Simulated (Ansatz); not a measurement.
Consider the following.

GaN:
Space group P6₂22 (No. 180); a = 3.1189 Å, b = 3.1189 Å, c = 7.3678 Å, α = 90.00°, β = 90.00°, γ = 120.00°

```csv
atom,site,symmetry,x,y,z
Ga,3d,222,0.5000,0.0000,0.5000
N,3c,222,0.5000,0.0000,0.0000
```

This is the HSE06-relaxed structure.

All from HSE06 in the plane-wave PAW code Ansatz, unless another level is named. Estimate the smallest direct gap on the standard path.

2.74 eV.

Predict the band gap.

2.69 eV (indirect).

Next, the valence-band maximum?

at A.

Space group P6_222. A made-up cell: these elements were put on the sites of a structure type; neither database checked (COD, Materials Project) lists it. It is not the phase usual at ambient conditions (space group No. 186, 216). The cell was relaxed with HSE06 under the symmetry of its start; whether a distortion lowers the energy is not shown. The hybrid was solved on a coarse mesh, the path and, where they were found, the r²SCAN edge points; its band edges are the extreme levels among these. Spin–orbit coupling is left out wherever it is not named.

Potentials: the later of the program's two PAW sets.
